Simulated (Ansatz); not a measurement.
# ¹⁷O NMR of the central transition in NaCaAsO4

Cell: a refined structure from the COD, its atoms then relaxed with PBE in this cell.

Space group Pnma (No. 62); a = 11.4860, b = 6.6615, c = 5.2406 Å.

```
site  Wyckoff  site symmetry       x       y       z
  Na       4b             -1  0.5000  0.5000  0.0000
  Ca       4c            .m.  0.2803  0.2500  0.4931
  As       4c            .m.  0.5976  0.2500  0.5688
 O13       4c            .m.  0.4593  0.2500  0.6879
 O17       4c            .m.  0.6032  0.2500  0.2454
 O21       8d              1  0.6684  0.0491  0.7071
```

One atom of each set is listed.

All values are calculated (Ansatz; DFT, PBE, plane waves and PAW, scalar-relativistic, 420 eV cutoff, Γ-centred 2×3×4 k-points, Fermi–Dirac smearing 0.02 eV), not measured.

¹⁷O has I = 5/2 and Q = -25.58 mb (Pyykkö 2018); at 7.05 T its Larmor frequency is ν₀ = 40.7 MHz. Only the quadrupole interaction is simulated: positions count from each site's isotropic chemical shift, and shift anisotropy, dipolar and J coupling are left out.

(1) Simulate the second-order pattern (static powder, Gaussian broadening 1 kHz) of site O17 (1 As at 1.70 Å; also 1 Ca at 2.39 Å, 2 Na at 2.41 Å).

## Answers

(1) The calculation gives C_Q = -8.28 MHz and η = 0.07, so ν_Q = 1.24 MHz and the centre of gravity lies at -248 ppm (-10.1 kHz).

```csv
offset (kHz),height
-39.08,0
-36.38,23
-33.69,76
-30.99,100
-28.30,64
-25.60,52
-22.90,46
-20.21,42
-17.51,39
-14.82,37
-12.12,36
-9.43,35
-6.73,35
-4.03,34
-1.34,34
1.36,27
4.05,28
6.75,30
9.44,34
12.14,39
14.84,50
17.53,90
20.23,27
22.92,0
```

At O17 V_zz points along its bond to As (within 1°).
